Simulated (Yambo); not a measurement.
Yambo run on SiC (6H, space group P6_3mc, No. 186). The wavefunctions are norm-conserving PBEsol (Quantum ESPRESSO, 82 Ry, without SOC) ones on a 6×6×1 mesh (24 occupied bands); a = 3.077 Å, b = 3.077 Å, c = 15.098 Å, α = 90.00°, β = 90.00°, γ = 120.00°.

Yambo input:

```
gw0
dyson
el_el_corr
HF_and_locXC
ppa
em1d
EXXRLvcs= 82 Ry
VXCRLvcs= 328 Ry
Chimod= "HARTREE"
% BndsRnXp
 1 | 229 |
%
NGsBlkXp= 8 Ry
% LongDrXp
 1.0 | 1.0 | 1.0 |
%
PPAPntXp= 27.2114 eV
% GbndRnge
 1 | 229 |
%
GTermKind= "BG"
DysSolver= "n"
ExtendOut
% QPkrange
 1 | 1 | 24 | 24 |
 4 | 4 | 24 | 25 |
%
```

k points by index: 1 = Γ, 4 = M.

Resulting energies as the program prints them:

```
#    K-point    Band    Eo [eV]    E [eV]    E-Eo [eV]    Vxc [eV]    Vnlxc [eV]    Sc|Eo [eV]    Sc|E [eV]    dSc/dw|Eo [eV]    Re(Z)    Im(Z)
#
    1    24    0.000000    -0.303615    -0.303615    -14.83284    -17.14954    1.938259    2.013083    -6.704526    0.802318    -0.001114
    4    24    -1.109184    -1.541790    -0.432606    -14.39657    -17.16410    2.226176    2.334923    -6.839038    0.799148    -0.001152
    4    25    1.916802    2.396208    0.479406    -11.08682    -6.834964    -3.670280    -3.772449    -5.798238    0.824346    -0.001029
```
(The two width columns are left out.) Convergence of these settings isn't established.

Geometry of the Materials Project entry, not relaxed at this level.
